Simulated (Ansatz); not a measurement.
C:
```
C
1.0
    6.84537     0.00000     0.00000
   -3.42268     5.92826     0.00000
    0.00000     0.00000     6.71935
C
24
Direct
  0.54000   0.66658   0.75000
  0.74482   0.66673   0.75000
  0.54000   0.87342   0.75000
  0.74482   0.07809   0.75000
  0.33342   0.87342   0.75000
  0.33327   0.07809   0.75000
  0.12658   0.66658   0.75000
  0.92191   0.66673   0.75000
  0.12658   0.46000   0.75000
  0.92191   0.25518   0.75000
  0.33342   0.46000   0.75000
  0.33327   0.25518   0.75000
  0.87342   0.33342   0.25000
  0.07809   0.33327   0.25000
  0.87342   0.54000   0.25000
  0.07809   0.74482   0.25000
  0.66658   0.54000   0.25000
  0.66673   0.74482   0.25000
  0.46000   0.33342   0.25000
  0.25518   0.33327   0.25000
  0.46000   0.12658   0.25000
  0.25518   0.92191   0.25000
  0.66658   0.12658   0.25000
  0.66673   0.92191   0.25000
```

Relaxed with r²SCAN+D4. Independent-particle spectrum: no excitons, no local fields, no scissors shift; 0.1 eV broadening; ε₁ of the summed bands alone.

### Question
Tabulate the dielectric function from the program Ansatz at the r²SCAN+D4 level (PAW).

### Answer


| E (eV) | ε₁ xx | ε₂ xx | ε₁ zz | ε₂ zz |
|---|---|---|---|---|
| 0.0 | 43.69 | 0.00 | 2.96 | 0.00 |
| 0.3 | 52.93 | 33.38 | 3.02 | 0.01 |
| 0.6 | 14.17 | 24.50 | 3.13 | 0.17 |
| 0.9 | 13.58 | 18.15 | 3.14 | 0.39 |
| 1.2 | 13.90 | 21.42 | 3.12 | 0.66 |
| 1.5 | 0.71 | 22.23 | 2.65 | 1.06 |
| 1.8 | -2.89 | 15.64 | 2.21 | 0.65 |
| 2.1 | -2.48 | 6.97 | 2.52 | 0.49 |
| 2.4 | 2.67 | 5.66 | 2.46 | 0.59 |
| 2.7 | 6.39 | 11.21 | 2.41 | 0.66 |
| 3.0 | -3.73 | 11.76 | 2.11 | 0.94 |
| 3.3 | -4.24 | 5.10 | 1.82 | 0.34 |
| 3.6 | -1.71 | 3.26 | 2.06 | 0.20 |
| 3.9 | -0.57 | 2.79 | 2.16 | 0.18 |
| 4.2 | 0.26 | 2.46 | 2.20 | 0.16 |
| 4.5 | 0.58 | 1.86 | 2.25 | 0.11 |
| 4.8 | 1.70 | 1.13 | 2.35 | 0.09 |
| 5.1 | 3.66 | 1.87 | 2.44 | 0.14 |
| 5.4 | 1.75 | 3.79 | 2.44 | 0.21 |
| 5.7 | 2.39 | 1.25 | 2.45 | 0.14 |
| 6.0 | 6.12 | 1.16 | 2.53 | 0.13 |
| 6.3 | 5.21 | 9.36 | 2.65 | 0.13 |
| 6.6 | 2.03 | 7.73 | 2.70 | 0.31 |
| 6.9 | -1.47 | 6.87 | 2.67 | 0.31 |
| 7.2 | -1.68 | 4.48 | 2.72 | 0.25 |
| 7.5 | -1.07 | 3.56 | 2.88 | 0.26 |
| 7.8 | -1.38 | 3.47 | 3.07 | 0.56 |
| 8.1 | -1.44 | 2.46 | 2.75 | 0.61 |
| 8.4 | -1.29 | 1.61 | 2.68 | 0.52 |
| 8.7 | -0.65 | 0.96 | 2.84 | 0.27 |
| 9.0 | -0.03 | 0.77 | 3.17 | 0.30 |
| 9.3 | 0.33 | 0.95 | 3.33 | 0.55 |
| 9.6 | 0.46 | 0.91 | 3.44 | 0.65 |
| 9.9 | 0.90 | 0.74 | 3.52 | 0.72 |
| 10.2 | 1.15 | 0.75 | 3.75 | 0.80 |
| 10.5 | 1.52 | 1.06 | 4.19 | 0.96 |
| 10.8 | 1.51 | 1.23 | 4.53 | 1.33 |
| 11.1 | 1.69 | 1.42 | 5.57 | 2.44 |
| 11.4 | 1.28 | 1.82 | 3.45 | 4.67 |
| 11.7 | 0.94 | 1.36 | 2.76 | 4.11 |
| 12.0 | 1.85 | 1.57 | 1.53 | 3.41 |

### Question
From ε at 2.2 eV (xx: -0.68 + 5.82i), find n, k, the normal reflectivity and the absorption coefficient.

### Answer
n = 1.61, k = 1.808, R = 36 %, α = 2kE/ħc = 400000 cm⁻¹.

With all bands, ε∞ without local fields is 43.8 (xx = yy), 3.14 (zz).

Space group P6_3/mmc. The start of the workflow was typed in or built on a structure type. Its sites differ from those of the usual phase in this space group: another stacking or structure type. Symmetry was held in the r²SCAN+D4 relaxation; its stability against distortions is not shown here.

Potentials: the later of the program's two PAW sets.
